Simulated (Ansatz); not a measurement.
With plane-wave PAW PBEsol (Ansatz code), SnGe3 in the tetragonal phase (P-4m2; Ge on 2g, Ge on 1a, Sn on 1c) relaxes to a = 4.166 Å, c = 5.919 Å. Ge on 2g has 4 nearest neighbours from 2.50 Å (tetrahedral); Ge on 1a has 4 nearest neighbours from 2.50 Å (tetrahedral); Sn has 4 nearest neighbours from 2.62 Å (tetrahedral). Against the elements it lies at 4.8 kJ/mol of atoms, with no fitted shifts.

Electronic character: metallic (no gap).

The bulk modulus is 58.1 GPa. The highest mode at Γ lies at 7.56 THz.

The start of the workflow was typed in or built on a structure type; neither database checked (COD, Materials Project) lists it. Its standing as an ambient phase is unchecked. Symmetry was held in the PBEsol relaxation; whether a distortion lowers the energy is not shown. As this level gives no gap, phonon frequencies hold no LO–TO term and depend on the k-mesh and smearing (Fermi–Dirac, 0.1 eV here). The references are the lowest solids computed at this level, not always the standard phases. Spin–orbit coupling is left out wherever it is not named.

Potentials: the earlier of the program's two PAW sets. The files were generated under PBE; for other functionals the program regenerates the frozen cores, and for LDA and PBEsol the local potential too.
